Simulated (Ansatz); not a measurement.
MoPt3 in space group Pmm2 (No. 25; Mo on 1a, Pt on 1d, Pt on 1c, Pt on 1b) under volume change, r²SCAN in the plane-wave PAW code Ansatz, shape and atoms relaxed at each volume.

```csv
V (Å³/atom),E − E(relaxed) (meV/atom),P (GPa)
13.866,132.0,33.92
14.324,?,?
14.781,12.9,9.32
15.238,0.0,0.01
15.695,?,?
16.152,42.8,-14.13
16.609,90.9,-19.41
```

Task: Complete the blanks.

Result: 
- 14.324, E − E(relaxed) (meV/atom): 55.0
- 14.324, P (GPa): 20.50
- 15.695, E − E(relaxed) (meV/atom): 11.4
- 15.695, P (GPa): -7.73

Task: What does a third-order Birch–Murnaghan fit give for V₀, B₀ and B′?

Result: V₀ = 15.24 Å³/atom, B₀ = 282 GPa, B′ = 5.2.

The first step of the workflow began from a Materials Project structure, measured or hypothetical; the Crystallography Open Database copy checked does not list it. With Mo and Pt taken as one species the cell has the higher symmetry P6_3/mmc, so it may be an ordered model of a mixed-site phase. Whether it is the stable phase at ambient conditions was not checked. The cell was relaxed with r²SCAN under the symmetry of its start; whether a distortion lowers the energy is not shown. No spin polarisation was allowed. Spin–orbit coupling is left out wherever it is not named.

Potentials: the later of the program's two PAW sets.
